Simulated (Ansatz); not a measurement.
**CsPbBr3: pressure against volume**

CsPbBr3, Pm-3m, a = 6.003 Å. The structure is a COD entry; whether it is the stable form wasn't checked. Ansatz: PBE, PAW, 420 eV, Γ-centred 6×6×6 mesh on 5 atoms, Gaussian smearing 0.02 eV; no spin polarisation. Symmetry fixes shape and atoms, so the cell is only scaled; pressure is positive in compression.

```tsv
V (Å³/atom)	P (GPa)
38.068	?
39.365	2.18
40.663	1.33
41.961	0.61
43.259	0.00
44.557	-0.51
45.854	-0.94
47.585	-1.41
```

Q: Take V0 = 43.259 Å³/atom, fit the third-order Birch–Murnaghan form to the other rows, and predict the missing pressure.

A: With the Eulerian strain f = ½[(V0/V)^(2/3) − 1] and y = P/[3f(1 + 2f)^(5/2)], the form is the line y = B0 + 1.5 B0 (B0′ − 4) f. Rows (f, y): 0.03245, 19.14; 0.02106, 18.99; 0.01026, 18.84; -0.00976, 18.30; -0.01905, 18.13; -0.03078, 17.90. Means f = 0.0006967, y = 18.550; Σ(Δf)² = 0.003004, ΣΔfΔy = 0.06184; the slope is their ratio. y = 18.54 + 20.58 f GPa, so B0 = 18.5 GPa and B0′ = 4 + 2 × (20.58)/(3 × 18.54) = 4.74. At V = 38.068, f = 0.04448, y = 19.455 and P = 3.21 GPa. The run gave 3.20 GPa, so the fit is 0.01 GPa too high, a small miss on the scale of the series.

Spin–orbit coupling is left out, which can shift energies with elements as heavy as these.

Symmetry holds off the tilts and polar distortions that many cubic perovskites undergo.